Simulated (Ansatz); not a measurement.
ZrH:
```
CELL_PARAMETERS angstrom
      3.24213     0.00000     0.00000
      0.00000     3.24213     0.00000
      0.00000     0.00000     4.98527
ATOMIC_POSITIONS crystal
  Zr 0.00000 0.50000 0.50000
  Zr 0.50000 0.00000 0.00000
  H  0.50000 0.50000 0.25000
  H  0.50000 0.50000 0.75000
```

Relaxed with r²SCAN. Special points in fractions of this cell's reciprocal vectors: Γ (0.000, 0.000, 0.000); X (0.000, 0.500, 0.000); M (0.500, 0.500, 0.000); Z (0.000, 0.000, 0.500); R (0.000, 0.500, 0.500); A (0.500, 0.500, 0.500).

Q: List the band energies nearest the Fermi level at these points for DFT-r²SCAN in the program Ansatz with PAW potentials.

A: In eV from the Fermi level; about four levels below and three above (degenerate sets whole), none deeper than 8.9 eV; points with the same levels are listed once.

| k | below | above |
|---|---|---|
| Γ | -3.99 -3.10 -3.05 | 0.11 0.86 0.86 |
| X | -2.13 -0.86 -0.57 -0.20 | 1.91 2.13 2.54 |
| M | -4.36 -3.00 -3.00 -1.99 | 2.84 4.21 4.56 4.56 |
| Z | -7.16 -7.16 -1.84 -1.84 | 0.05 0.05 2.04 2.04 |
| R | -7.75 -4.51 -2.92 -0.07 | 0.34 0.36 0.82 |
| A | -2.05 -2.05 -0.40 -0.40 | 1.77 1.77 5.32 5.32 |

Space group P4_2/mmc. The first step of the workflow began from a Materials Project structure, measured or hypothetical; the Crystallography Open Database files this formula in space group No. 131, but the cells were not matched. Its standing as an ambient phase is unchecked. Symmetry was held in the r²SCAN relaxation; whether a distortion lowers the energy is not shown. The run is not spin-polarised. Spin–orbit coupling is left out wherever it is not named.

Potentials: the later of the program's two PAW sets.
